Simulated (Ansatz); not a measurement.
# ZrTi2B3: rattling a relaxed structure

It was reached by relaxing an invented guess, and it needn't be the stable form of this composition.

Computed with Ansatz, DFT PBE, scalar-relativistic, plane waves, PAW. Settings: cutoff 420 eV, Γ-centred mesh 6×6×8 on the computed 6-atom cell, Gaussian smearing of 0.10 eV; no spin polarisation.

The cell below (6 atoms, space group P-6m2 (No. 187)) is relaxed within its symmetry.

```
Zr Ti B
1.0
     4.78687    0.00000    0.00000
    -2.39344    4.14555    0.00000
     0.00000    0.00000    3.88569
Zr Ti B
1 2 3
Direct
  0.00000 0.00000 0.00000
  0.66667 0.33333 0.50000
  0.33333 0.66667 0.00000
  0.20569 0.79431 0.50000
  0.20569 0.41137 0.50000
  0.58863 0.79431 0.50000
```

For the test a repeat of it with 12 atoms (edges 4.79, 4.79, 7.77 Å) was strained at random (σ = 1.5 % a component), the atoms were moved at random (σ = 0.15 Å), and all was relaxed again on a coarse 6×6×4 mesh (in the run’s order of axes) with 0.20 eV smearing, with no symmetry imposed.

Question: What happens?

Answer: It returns, within 1 meV/atom of the unmoved cell on that mesh and with the same symmetry when read at 0.1 Å (Amm2 at 0.01 Å, so small strains and shifts remain). So it is stable against the distortions that fit this cell and that this random move excites. Modes that don't fit the cell aren't tested.
